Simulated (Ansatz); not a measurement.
# Data sheet: WN2 (DFT)

WN2:
```
CELL_PARAMETERS angstrom
      2.88349     0.00000     0.00000
     -1.44175     2.49718     0.00000
      0.00000     0.00000     7.69611
ATOMIC_POSITIONS crystal
  W  0.33333 0.66667 0.75000
  W  0.66667 0.33333 0.25000
  N  0.00000 0.00000 0.91021
  N  0.00000 0.00000 0.08979
  N  0.00000 0.00000 0.41021
  N  0.00000 0.00000 0.58979
```

Space group P6_3/mmc (No. 194); conventional cell a = 2.8835 Å, b = 2.8835 Å, c = 7.6961 Å, α = 90.00°, β = 90.00°, γ = 120.00°.

Method: DFT-LDA in the program Ansatz with PAW potentials. Structure relaxed to zero pressure with the same functional. Other levels are named where they apply.

**Cell and energy**

Volume per atom: 9.24 Å³
Density: 12.70 g/cm³
Formation energy from the elements (no fitted shifts): -693 meV/atom

**Electronic structure**

- Band gap: 1.37 eV (indirect)
- Valence-band maximum: at H
- Conduction-band minimum: on the K–Γ line, 20 % of the way from K (6 equivalent valleys)
- Smallest direct gap on the standard path: 1.78 eV
- Electron effective mass: 0.32, 0.49, 0.54 mₑ (principal values)

**Mechanics**

- Bulk modulus (Birch–Murnaghan fit): 387 GPa
- Pressure derivative B′: 4.2
- Elastic constants (relaxed ions, GPa): C11 = 635, C12 = 208, C13 = 237, C33 = 1060, C44 = 251
- Mechanical stability: stable (all eigenvalues of C positive)
- Hill bulk and shear moduli: 399 and 249 GPa
- Young's modulus: 618 GPa
- Poisson's ratio: 0.24
- Debye temperature from the elastic constants: 697 K

**Dielectric response**

Electronic dielectric constant ε∞ (DFPT): 15.1 (xx = yy), 10.6 (zz)
Static dielectric constant ε0 (ions relaxed, cell fixed): 15.1 (xx = yy), 10.7 (zz)
Born charges (a third of the trace): W +0.26, N -0.13 e

**Phonons**

Highest zone-centre frequency (without LO–TO term): 1171 cm⁻¹
Zone-centre stability: no imaginary mode at Γ

The first step of the workflow began from a Materials Project structure, measured or hypothetical; the Crystallography Open Database copy checked does not list it. Its standing as an ambient phase is unchecked. The LDA relaxation kept the symmetry of its start. No spin polarisation was allowed. The references are the lowest solids computed at this level, not always the standard phases (solids in place of the gases). Scalar-relativistic: spin–orbit coupling is off unless named, which matters more the heavier the elements.

Potentials: the later of the program's two PAW sets.
